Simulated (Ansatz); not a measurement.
Compressing LiRh

The calculation used Ansatz, DFT PBEsol, scalar-relativistic, plane waves, PAW. Settings: 420 eV cutoff, 18×18×10 k-mesh, Gaussian smearing of 0.10 eV, no spin polarisation.

The relaxed crystal:

```
CELL_PARAMETERS angstrom
2.62566 0.00000 0.00000
-1.31283 2.27389 0.00000
0.00000 0.00000 4.32600
ATOMIC_POSITIONS crystal
Li 0.00000 0.00000 0.50000
Rh 0.66667 0.33333 0.00000
```

Cell and atoms are relaxed at each pressure within the symmetry of the start, at zero temperature, so transitions that lower the symmetry aren't seen. The k-mesh given is that at zero pressure and may differ at others. a, b and c are the lengths of the cell vectors above.

```csv
P (GPa),V (Å³/atom),V/V0,a (Å),b (Å),c (Å)
-3,13.28,1.028,2.643,2.643,4.392
0,12.91,1.000,2.626,2.626,4.326
3,12.59,0.975,2.611,2.611,4.267
8,12.13,0.940,2.590,2.590,4.178
15,11.61,0.899,2.565,2.565,4.076
30,10.76,0.834,2.524,2.524,3.901
60,9.64,0.746,2.469,2.469,3.651
```

Task: What bulk modulus and pressure derivative fit these points?

Result: A third-order Birch–Murnaghan fit gives B0 = 114 GPa and B0' = 4.0.

Task: Which cell vector or vectors give way most up to 60 GPa?

Result: c: the changes are a -6.0 %, b -6.0 %, c -15.6 %.